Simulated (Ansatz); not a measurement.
This is a relaxation of cell and atoms with the plane-wave code Ansatz on Si5Ge, ordered on the diamond lattice (P3m1) with 6 atoms a cell; the level of theory is r2SCAN. It starts from the PBE minimum.

```yaml
crystal:
  lattice:
    - [3.89756862, 0.0, 0.0]
    - [-1.94878431, 3.3753934379, 0.0]
    - [0.0, 0.0, 9.5457972915]
  atoms:
    - { symbol: Si, position: [0.0, 0.0, -0.0039630852] }
    - { symbol: Si, position: [0.6666666667, 0.3333333333, 0.6665216207] }
    - { symbol: Si, position: [0.3333333333, 0.6666666667, 0.3374199369] }
    - { symbol: Si, position: [0.6666666667, 0.3333333333, 0.9149341601] }
    - { symbol: Si, position: [0.3333333333, 0.6666666667, 0.5849970446] }
    - { symbol: Ge, position: [0.0, 0.0, 0.2500903228] }
kpoints:
  mp_grid: { grid: [12, 12, 4] }
hamiltonian:
  xc: r2scan
scf:
  occupations: { method: fermi_dirac, width: 0.02 }
relax:
  f_tol: 0.005
  cell: {}
```

The trajectory has 5 recorded frames, each with positions in Å and forces in eV/Å. The last, and any step after a large change of cell, is solved on a basis re-selected at its cell; pressure is positive in compression.

Step 1: energy 0.0 meV/atom from step 1, largest force component 0.083 eV/Å, pressure -1.69 GPa
```xyz
6
Lattice="3.8976 0.0000 0.0000 -1.9488 3.3754 0.0000 0.0000 0.0000 9.5458" Properties=species:S:1:pos:R:3:forces:R:3 pbc="T T T"
Si    0.0000    0.0000   -0.0378    0.0000    0.0000    0.0711
Si    1.9488    1.1251    6.3625    0.0000    0.0000    0.0043
Si    0.0000    2.2503    3.2209    0.0000    0.0000   -0.0830
Si    1.9488    1.1251    8.7338    0.0000    0.0000    0.0054
Si    0.0000    2.2503    5.5843    0.0000    0.0000   -0.0112
Ge    0.0000    0.0000    2.3873    0.0000    0.0000    0.0134
```

Step 2: energy -2.2 meV/atom from step 1, largest force component 0.027 eV/Å, pressure -0.23 GPa
```xyz
6
Lattice="3.8766 0.0000 0.0000 -1.9383 3.3572 0.0000 0.0000 0.0000 9.4920" Properties=species:S:1:pos:R:3:forces:R:3 pbc="T T T"
Si    0.0000    0.0000   -0.0290    0.0000    0.0000   -0.0172
Si    1.9383    1.1191    6.3270    0.0000    0.0000   -0.0122
Si    0.0000    2.2382    3.1936    0.0000    0.0000    0.0271
Si    1.9383    1.1191    8.6889    0.0000    0.0000    0.0005
Si    0.0000    2.2382    5.5472    0.0000    0.0000    0.0199
Ge    0.0000    0.0000    2.3754    0.0000    0.0000   -0.0181
```

Step 3: energy -2.2 meV/atom from step 1, largest force component 0.016 eV/Å, pressure +0.03 GPa
```xyz
6
Lattice="3.8725 0.0000 0.0000 -1.9363 3.3537 0.0000 0.0000 0.0000 9.4843" Properties=species:S:1:pos:R:3:forces:R:3 pbc="T T T"
Si    0.0000    0.0000   -0.0320    0.0000    0.0000    0.0082
Si    1.9363    1.1179    6.3214    0.0000    0.0000    0.0064
Si    0.0000    2.2358    3.1946    0.0000    0.0000   -0.0163
Si    1.9363    1.1179    8.6803    0.0000    0.0000    0.0031
Si    0.0000    2.2358    5.5463    0.0000    0.0000   -0.0144
Ge    0.0000    0.0000    2.3713    0.0000    0.0000    0.0128
```

Step 4: energy -2.2 meV/atom from step 1, largest force component 0.001 eV/Å, pressure 0.00 GPa
```xyz
6
Lattice="3.8731 0.0000 0.0000 -1.9366 3.3542 0.0000 0.0000 0.0000 9.4848" Properties=species:S:1:pos:R:3:forces:R:3 pbc="T T T"
Si    0.0000    0.0000   -0.0308    0.0000    0.0000   -0.0004
Si    1.9366    1.1181    6.3219    0.0000    0.0000   -0.0002
Si    0.0000    2.2361    3.1933    0.0000    0.0000    0.0006
Si    1.9366    1.1181    8.6815    0.0000    0.0000   -0.0004
Si    0.0000    2.2361    5.5451    0.0000    0.0000    0.0003
Ge    0.0000    0.0000    2.3723    0.0000    0.0000    0.0001
```

Step 5: energy -2.2 meV/atom from step 1, largest force component 0.001 eV/Å, pressure 0.00 GPa
```xyz
6
Lattice="3.8731 0.0000 0.0000 -1.9366 3.3542 0.0000 0.0000 0.0000 9.4848" Properties=species:S:1:pos:R:3:forces:R:3 pbc="T T T"
Si    0.0000    0.0000   -0.0308    0.0000    0.0000   -0.0004
Si    1.9366    1.1181    6.3219    0.0000    0.0000   -0.0002
Si    0.0000    2.2361    3.1933    0.0000    0.0000    0.0006
Si    1.9366    1.1181    8.6815    0.0000    0.0000   -0.0004
Si    0.0000    2.2361    5.5451    0.0000    0.0000    0.0003
Ge    0.0000    0.0000    2.3723    0.0000    0.0000    0.0001
```

The walk took 4 steps, besides SCFs solved again on a fresh basis, and changed the volume by -1.9 %. The last SCF, on a fresh basis, lies 2.2 meV an atom below the first. At the end: the symmetry is P3m1 (No. 156, trigonal); conventional cell a = 3.873 Å, c = 9.485 Å, 20.54 Å³ an atom. Around Si lie 3 Si at 2.37 Å and 1 Ge at 2.40 Å; around Si lie 4 Si at 2.36–2.37 Å; around Si lie 1 Si at 2.35 Å and 3 Ge at 2.38 Å; around Si lie 4 Si at 2.35–2.37 Å; around Ge lie 4 Si at 2.38–2.40 Å.

Run as `ansatz run input.yaml --threads 4 --pin off --max-ram 6451MiB --backend cpu --events-out ev --progress --plain --runs-dir out`. It took 80 s on 4 threads of Arm Neoverse N1 (shared host); peak host memory 0.73 GiB.

The cell comes from a prototype generator: it can be a known phase or a hypothetical one. Spin polarisation is off.
